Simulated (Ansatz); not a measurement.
Here is the system:

SnTe (rock salt), conventional cell a = b = c = 6.409 Å, α = β = γ = 90.00°. The calculation uses the primitive cell of 2 atoms, to which meshes and values per cell refer.

Equation-of-state scan: isotropic scaling of the cell above, V₀ being its volume. Symmetry pins the atoms to their sites.

Calculation: PBE (plane waves to 420 eV, PAW, scalar-relativistic; Ansatz, a program for electronic structure). k mesh 13×13×13 (Γ-centred), Fermi-Dirac smearing 0.05 eV. The energy includes the smearing's −TS. Compression counts positive. SnTe was relaxed with its symmetry unable to fall. Spin-orbit coupling is left out, though Te is heavy. The PAW data are Ansatz's earlier set. ΔE is measured from the relaxed starting cell.

The scan covers V/V₀ from 0.900 to 1.100 in 11 points.

Question: What is the fitted pressure derivative B₀′?

Answer: 4.4.

Question: What bulk modulus B₀ follows from a third-order Birch-Murnaghan fit?

Answer: 40.5 GPa.

(Under strain, the slope of the energy per volume gives the stress and its curvature an elastic modulus.)
